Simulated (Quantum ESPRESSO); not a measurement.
pw.x input (Quantum ESPRESSO 7.5; PBEsol, PseudoDojo standard norm-conserving files, scalar-relativistic):

```
&CONTROL
  calculation = 'scf'
  pseudo_dir = './pseudo'
  outdir = './out'
  tprnfor = .true.
  tstress = .true.
/
&SYSTEM
  ibrav = 0
  nat = 2
  ntyp = 2
  ecutwfc = 92.0
  ecutrho = 368.0
  occupations = 'smearing'
  smearing = 'fd'
  degauss = 0.005
  nbnd = 22
/
&ELECTRONS
  conv_thr = 2e-10
/
ATOMIC_SPECIES
Cu 63.5460 Cu.upf
Pd 106.4200 Pd.upf
CELL_PARAMETERS angstrom
  2.980420000000   0.000000000000   0.000000000000
  0.000000000000   2.980420000000   0.000000000000
  0.000000000000   0.000000000000   2.980420000000
ATOMIC_POSITIONS crystal
Cu   0.000000000000   0.000000000000   0.000000000000
Pd   0.500000000000   0.500000000000   0.500000000000
K_POINTS automatic
14 14 14 0 0 0
```

End of the output:

```
     total energy              =    -648.65727309 Ry
     estimated scf accuracy    <       0.00000167 Ry
     total energy              =    -648.65727337 Ry
     estimated scf accuracy    <       0.00000002 Ry
     total energy              =    -648.65727337 Ry
     estimated scf accuracy    <          7.8E-09 Ry
[...]
     the Fermi energy is    18.2786 ev
!    total energy              =    -648.65727337 Ry
     estimated scf accuracy    <          1.3E-10 Ry
     smearing contrib. (-TS)   =      -0.00176258 Ry
     internal energy E=F+TS    =    -648.65551079 Ry
     The total energy is F=E-TS. E is the sum of the following terms:
     one-electron contribution =    -285.96296777 Ry
     hartree contribution      =     167.00181407 Ry
     xc contribution           =     -87.22375654 Ry
     ewald contribution        =    -442.47060055 Ry
     convergence has been achieved in  10 iterations
     Forces acting on atoms (cartesian axes, Ry/au):
     atom    1 type  1   force =     0.00000000    0.00000000    0.00000000
     atom    2 type  2   force =     0.00000000    0.00000000    0.00000000
     Total force =     0.000000     Total SCF correction =     0.000000
     Computing stress (Cartesian axis) and pressure
          total   stress  (Ry/bohr**3)                   (kbar)     P=      -35.46
  -0.00024104   0.00000000   0.00000000          -35.46        0.00        0.00
   0.00000000  -0.00024104   0.00000000            0.00      -35.46        0.00
   0.00000000   0.00000000  -0.00024104            0.00        0.00      -35.46
```

Spin-orbit coupling is not included.

Geometry of the Materials Project entry, not relaxed at this level.
